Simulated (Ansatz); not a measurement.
HfSiO₄ in space group I4_1/amd (No. 141; Hf on 4a, Si on 4b, O on 16h), DFT-PBEsol in the program Ansatz with PAW potentials, all energies at zero smearing, with the estimated change up to a 700 eV cutoff added, with one set of potentials and settings (totals compare only within such a set). Cell of 12 atoms (2 Hf, 2 Si, 8 O): -36944.316 eV.

| element | reference phase | E (eV/atom) |
|---|---|---|
| Hf | P6_3/mmc, 2 atoms in the cell | -15598.0268 |
| Si | Fd-3m, 2 atoms in the cell | -621.4920 |
| O | C2/m, 4 atoms in the cell, spin-polarised | -558.3554 |

Formation energy per atom, worked out: (-36944.316 − 2×(-15598.0268) − 2×(-621.4920) − 8×(-558.3554))/12 = -3.203 eV/atom (-309 kJ per mol of atoms), at 0 K, without zero-point energy or fitted corrections.

Symmetry was held in the PBEsol relaxation. No spin polarisation was allowed. The references are the lowest solids computed at this level, not always the standard phases (solids in place of the gases). Scalar-relativistic: spin–orbit coupling is off unless named, which matters more the heavier the elements.

Potentials: the later of the program's two PAW sets.
